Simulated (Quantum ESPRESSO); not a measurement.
# Ga2YF3O3: finding a planted mistake in a log

Simulated, not a measurement. The program is pw.x of Quantum ESPRESSO 7.5 (plane-wave density functional theory). The cell is made up: 9 atoms on a corundum lattice with one site empty, with randomly drawn elements, strain and displacements, not relaxed. PseudoDojo standard norm-conserving files (v0.5 for PBE, v0.4.1 for LDA and PBEsol) set the functional; there is no spin polarisation, spin-orbit coupling or dispersion term, and the masses in the input are unused placeholders.

Intended input:

```
&control calculation='scf', pseudo_dir='./dojo.nc.sr.pbe.v0_5.standard.upf', outdir='./o', disk_io='low', tprnfor=.true., tstress=.true. /
&system ibrav=0, nat=9, ntyp=4, nbnd=44, ecutwfc=84.00895049, nosym=.true., tot_charge=0,
 occupations='smearing', smearing='fd', degauss=0.0018374661
/
&electrons conv_thr=7.350e-09, electron_maxstep=60, /
ATOMIC_SPECIES
F 1.0 F.upf
Ga 1.0 Ga.upf
O 1.0 O.upf
Y 1.0 Y.upf
CELL_PARAMETERS angstrom
2.5836 1.4917 4.6397
-2.5836 1.4917 4.6397
0.0 -2.9833 4.6397
ATOMIC_POSITIONS angstrom
Ga 0.014 0.0102 4.903
Y 0.0111 -0.0442 2.0385
Ga 0.0175 -0.0145 11.8604
F -1.0317 1.4789 8.1176
F -0.7923 -1.6129 8.105
O 1.801 0.1167 8.1161
O 1.0019 -1.4838 5.7788
O 0.7706 1.6083 5.7936
F -1.7643 -0.091 5.7638
K_POINTS automatic
5 5 5 1 1 1
```

The log is shortened where brackets say so; the opening notice, blank lines, dates and the lines on written files are dropped, and the path of the files is cut. It prints rydbergs, bohrs and kilobars, and counts compression as positive stress. Where no state is partly filled, the Fermi energy that it prints is only some level between the filled and the empty states on the mesh, and need not lie in the true gap.

Log of the intended run:

```
     Program PWSCF v.7.5
     Parallel version (MPI & OpenMP), running on       4 processor cores
     Number of MPI processes:                 4
     Threads/MPI process:                     1
     [start-up lines left out]
     bravais-lattice index     =            0
     lattice parameter (alat)  =      10.4239  a.u.
     unit-cell volume          =     723.9937 (a.u.)^3
     number of atoms/cell      =            9
     number of atomic types    =            4
     number of electrons       =        76.00
     number of Kohn-Sham states=           44
     kinetic-energy cutoff     =      84.0090  Ry
     charge density cutoff     =     336.0358  Ry
     scf convergence threshold =      7.3E-09
     mixing beta               =       0.7000
     number of iterations used =            8  plain     mixing
     Exchange-correlation= PBE
                           (   1   4   3   4   0   0   0)
     [axes and pseudopotential details left out]
   Cartesian axes
     site n.     atom                  positions (alat units)
         1        Ga     tau(   1) = (   0.0025380   0.0018491   0.8888583  )
         2        Y      tau(   2) = (   0.0020123  -0.0080130   0.3695569  )
         3        Ga     tau(   3) = (   0.0031726  -0.0026287   2.1501559  )
         4        F      tau(   4) = (  -0.1870355   0.2681078   1.4716288  )
         5        F      tau(   5) = (  -0.1436350  -0.2924005   1.4693445  )
         6        O      tau(   6) = (   0.3265009   0.0211564   1.4713568  )
         7        O      tau(   7) = (   0.1816331  -0.2689961   1.0476309  )
         8        O      tau(   8) = (   0.1397010   0.2915665   1.0503139  )
         9        F      tau(   9) = (  -0.3198476  -0.0164973   1.0449115  )
     number of k points=    63  Fermi-Dirac smearing, width (Ry)=  0.0018
                       cart. coord. in units 2pi/alat
        k(    1) = (   0.0000000   0.0000000   0.1188884), wk =   0.0320000
        k(    2) = (   0.0000000  -0.2465280   0.1981491), wk =   0.0320000
     [further k points left out]
     Dense  grid:    75349 G-vectors     FFT dimensions: (  64,  64,  64)
     Estimated max dynamical RAM per process >     214.25 MB
     Estimated total dynamical RAM >     801.81 MB
     Initial potential from superposition of free atoms
     starting charge      75.9902, renormalised to      76.0000
     Starting wfcs are   52 randomized atomic wfcs
     total cpu time spent up to now is        9.7 secs
     per-process dynamical memory:   170.8 Mb
     Self-consistent Calculation
     iteration #  1     ecut=    84.01 Ry     beta= 0.70
     Davidson diagonalization with overlap
     ethr =  1.00E-02,  avg # of iterations =  2.0
     total cpu time spent up to now is       28.5 secs
     total energy              =    -634.05601120 Ry
     estimated scf accuracy    <       2.16852986 Ry
     iteration #  2     ecut=    84.01 Ry     beta= 0.70
     Davidson diagonalization with overlap
     ethr =  2.85E-03,  avg # of iterations =  3.0
     total cpu time spent up to now is       50.0 secs
     total energy              =    -634.18678055 Ry
     estimated scf accuracy    <       4.18132629 Ry
     [iterations 3 to 10 left out]
     iteration # 11     ecut=    84.01 Ry     beta= 0.70
     Davidson diagonalization with overlap
     ethr =  5.40E-10,  avg # of iterations =  2.3
     total cpu time spent up to now is      218.4 secs
     total energy              =    -635.08270103 Ry
     estimated scf accuracy    <       0.00000002 Ry
     iteration # 12     ecut=    84.01 Ry     beta= 0.70
     Davidson diagonalization with overlap
     ethr =  2.59E-11,  avg # of iterations =  3.5
     total cpu time spent up to now is      238.8 secs
     End of self-consistent calculation
     [lines on levels left out]
     the Fermi energy is     8.6355 ev
!    total energy              =    -635.08270103 Ry
     estimated scf accuracy    <          2.6E-09 Ry
     smearing contrib. (-TS)   =      -0.00000000 Ry
     internal energy E=F+TS    =    -635.08270103 Ry
     The total energy is F=E-TS. E is the sum of the following terms:
     one-electron contribution =    -235.35743226 Ry
     hartree contribution      =     174.75418348 Ry
     xc contribution           =    -158.64382614 Ry
     ewald contribution        =    -415.83562611 Ry
     convergence has been achieved in  12 iterations
     Forces acting on atoms (cartesian axes, Ry/au):
     atom    1 type  2   force =     0.06022499   -0.06204263    0.06075974
     atom    2 type  4   force =    -0.05936813    0.05576692   -0.07147722
     atom    3 type  2   force =    -0.08196647    0.01646440   -0.05132704
     atom    4 type  1   force =     0.07420231    0.03091860    0.05237462
     atom    5 type  1   force =    -0.04030443    0.02517742    0.03522731
     atom    6 type  3   force =     0.04850336   -0.05333909    0.04600070
     atom    7 type  3   force =     0.03119585    0.11306936   -0.00001785
     atom    8 type  3   force =    -0.11038851   -0.01644273   -0.00460444
     atom    9 type  1   force =     0.07790104   -0.10957226   -0.06693582
     Total force =     0.318345     Total SCF correction =     0.000151
     Computing stress (Cartesian axis) and pressure
          total   stress  (Ry/bohr**3)                   (kbar)     P=      135.32
   0.00123818  -0.00002277  -0.00036407          182.14       -3.35      -53.56
  -0.00002277   0.00054308  -0.00045929           -3.35       79.89      -67.56
  -0.00036407  -0.00045929   0.00097831          -53.56      -67.56      143.91
     init_run     :      9.21s CPU      9.58s WALL (       1 calls)
     electrons    :    227.70s CPU    229.18s WALL (       1 calls)
     forces       :      2.11s CPU      2.15s WALL (       1 calls)
     stress       :      8.14s CPU      8.17s WALL (       1 calls)
     [timing details left out]
     PWSCF        :   4m 7.36s CPU   4m 9.32s WALL
     JOB DONE.
```

A second run was made from an input with one planted mistake. Its log:

```
     Program PWSCF v.7.5
     Parallel version (MPI & OpenMP), running on       4 processor cores
     Number of MPI processes:                 4
     Threads/MPI process:                     1
     [start-up lines left out]
     bravais-lattice index     =            0
     lattice parameter (alat)  =      10.4239  a.u.
     unit-cell volume          =     723.9937 (a.u.)^3
     number of atoms/cell      =            9
     number of atomic types    =            4
     number of electrons       =        76.00
     number of Kohn-Sham states=           44
     kinetic-energy cutoff     =      47.5536  Ry
     charge density cutoff     =     190.2145  Ry
     scf convergence threshold =      7.3E-09
     mixing beta               =       0.7000
     number of iterations used =            8  plain     mixing
     Exchange-correlation= PBE
                           (   1   4   3   4   0   0   0)
     [axes and pseudopotential details left out]
   Cartesian axes
     site n.     atom                  positions (alat units)
         1        Ga     tau(   1) = (   0.0025380   0.0018491   0.8888583  )
         2        Y      tau(   2) = (   0.0020123  -0.0080130   0.3695569  )
         3        Ga     tau(   3) = (   0.0031726  -0.0026287   2.1501559  )
         4        F      tau(   4) = (  -0.1870355   0.2681078   1.4716288  )
         5        F      tau(   5) = (  -0.1436350  -0.2924005   1.4693445  )
         6        O      tau(   6) = (   0.3265009   0.0211564   1.4713568  )
         7        O      tau(   7) = (   0.1816331  -0.2689961   1.0476309  )
         8        O      tau(   8) = (   0.1397010   0.2915665   1.0503139  )
         9        F      tau(   9) = (  -0.3198476  -0.0164973   1.0449115  )
     number of k points=    63  Fermi-Dirac smearing, width (Ry)=  0.0018
                       cart. coord. in units 2pi/alat
        k(    1) = (   0.0000000   0.0000000   0.1188884), wk =   0.0320000
        k(    2) = (   0.0000000  -0.2465280   0.1981491), wk =   0.0320000
     [further k points left out]
     Dense  grid:    32079 G-vectors     FFT dimensions: (  45,  45,  45)
     Estimated max dynamical RAM per process >      92.01 MB
     Estimated total dynamical RAM >     344.53 MB
     Check: negative core charge=   -0.000161
     Initial potential from superposition of free atoms
     starting charge      75.9902, renormalised to      76.0000
     Starting wfcs are   52 randomized atomic wfcs
     total cpu time spent up to now is        3.8 secs
     per-process dynamical memory:    77.0 Mb
     Self-consistent Calculation
     iteration #  1     ecut=    47.55 Ry     beta= 0.70
     Davidson diagonalization with overlap
     ethr =  1.00E-02,  avg # of iterations =  2.0
     total cpu time spent up to now is       10.7 secs
     total energy              =    -632.13465189 Ry
     estimated scf accuracy    <       2.06333763 Ry
     iteration #  2     ecut=    47.55 Ry     beta= 0.70
     Davidson diagonalization with overlap
     ethr =  2.71E-03,  avg # of iterations =  3.0
     total cpu time spent up to now is       19.8 secs
     total energy              =    -632.22633485 Ry
     estimated scf accuracy    <       3.79560843 Ry
     [iterations 3 to 10 left out]
     iteration # 11     ecut=    47.55 Ry     beta= 0.70
     Davidson diagonalization with overlap
     ethr =  3.09E-10,  avg # of iterations =  2.0
     total cpu time spent up to now is       85.3 secs
     total energy              =    -633.06803429 Ry
     estimated scf accuracy    <       0.00000002 Ry
     iteration # 12     ecut=    47.55 Ry     beta= 0.70
     Davidson diagonalization with overlap
     ethr =  2.94E-11,  avg # of iterations =  2.5
     total cpu time spent up to now is       93.4 secs
     End of self-consistent calculation
     [lines on levels left out]
     the Fermi energy is     8.6539 ev
!    total energy              =    -633.06803429 Ry
     estimated scf accuracy    <          3.1E-09 Ry
     smearing contrib. (-TS)   =      -0.00000000 Ry
     internal energy E=F+TS    =    -633.06803429 Ry
     The total energy is F=E-TS. E is the sum of the following terms:
     one-electron contribution =    -231.34676428 Ry
     hartree contribution      =     171.83628578 Ry
     xc contribution           =    -157.72192967 Ry
     ewald contribution        =    -415.83562612 Ry
     convergence has been achieved in  12 iterations
     Forces acting on atoms (cartesian axes, Ry/au):
     atom    1 type  2   force =     0.05745276   -0.06255767    0.07605718
     atom    2 type  4   force =    -0.05813459    0.05632942   -0.06890348
     atom    3 type  2   force =    -0.07746282    0.01211471   -0.03743025
     atom    4 type  1   force =     0.07461829    0.03183020    0.04854733
     atom    5 type  1   force =    -0.04606936    0.02593413    0.02908342
     atom    6 type  3   force =     0.04644049   -0.05395919    0.04337420
     atom    7 type  3   force =     0.02933893    0.11384512   -0.00566094
     atom    8 type  3   force =    -0.11038825   -0.01626454   -0.00845417
     atom    9 type  1   force =     0.08420454   -0.10727218   -0.07661329
     Total force =     0.319716     Total SCF correction =     0.000196
     Computing stress (Cartesian axis) and pressure
          total   stress  (Ry/bohr**3)                   (kbar)     P=    -2116.21
  -0.01403621  -0.00002393  -0.00037150        -2064.80       -3.52      -54.65
  -0.00002393  -0.01475482  -0.00046097           -3.52    -2170.51      -67.81
  -0.00037150  -0.00046097  -0.01436598          -54.65      -67.81    -2113.31
     init_run     :      2.78s CPU      2.88s WALL (       1 calls)
     electrons    :     88.83s CPU     89.64s WALL (       1 calls)
     forces       :      1.14s CPU      1.15s WALL (       1 calls)
     stress       :      3.95s CPU      3.95s WALL (       1 calls)
     [timing details left out]
     PWSCF        :   1m37.65s CPU   1m38.60s WALL
     JOB DONE.
```

Question: what was wrong in the second input?

Answer: the plane-wave cutoff is too low. The input lines that differ, file-writing options aside:

```
- &system ibrav=0, nat=9, ntyp=4, nbnd=44, ecutwfc=84.00895049, nosym=.true., tot_charge=0,
+ &system ibrav=0, nat=9, ntyp=4, nbnd=44, ecutwfc=47.55362290, nosym=.true., tot_charge=0,
```

|  | intended run | run with the mistake |
| --- | --- | --- |
| free energy (eV) | -8640.740 | -8613.329 |
| smearing term -TS (eV) | 0.0000 | 0.0000 |
| pressure (GPa) | 13.53 | -211.62 |
| largest force component (eV/Å) | 2.907 | 2.927 |
| largest change of a force component (eV/Å) |  | 0.393 |
| iterations | 12 | 12 |

For scale, a rerun of the intended cell at 1437 eV and a 7 x 7 x 7 mesh moved values by no more than 0.003 eV in energy, 0.02 GPa in stress and 0.002 eV/Å in force.